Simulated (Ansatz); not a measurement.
B$_{6}$P:
```
CELL_PARAMETERS angstrom
      2.98963     1.72606     3.94286
     -2.98963     1.72606     3.94286
      0.00000    -3.45213     3.94286
ATOMIC_POSITIONS crystal
  B  0.18389 0.71752 0.18389
  B  0.81611 0.28248 0.81611
  B  0.18389 0.18389 0.71752
  B  0.81611 0.81611 0.28248
  B  0.71752 0.18389 0.18389
  B  0.28248 0.81611 0.81611
  B  0.01277 0.32657 0.01277
  B  0.98723 0.67343 0.98723
  B  0.01277 0.01277 0.32657
  B  0.98723 0.98723 0.67343
  B  0.32657 0.01277 0.01277
  B  0.67343 0.98723 0.98723
  P  0.40514 0.40514 0.40514
  P  0.59486 0.59486 0.59486
```

Relaxed with r²SCAN.

### Question
Give the Bader charges and basin volumes of the independent atoms, r²SCAN in the plane-wave PAW code Ansatz.

### Answer


```
atom  Bader charge (e)  Bader volume (Å³)
----  ----------------  -----------------
B1               +0.12                6.6
B7               +0.14                7.8
P13              -0.81               17.9
```

Space group R-3m. The first step of the workflow began from a Materials Project structure, measured or hypothetical; the Crystallography Open Database copy checked does not list it. Its standing as an ambient phase is unchecked. Symmetry was held in the r²SCAN relaxation; whether a distortion lowers the energy is not shown.

Potentials: the earlier of the program's two PAW sets.
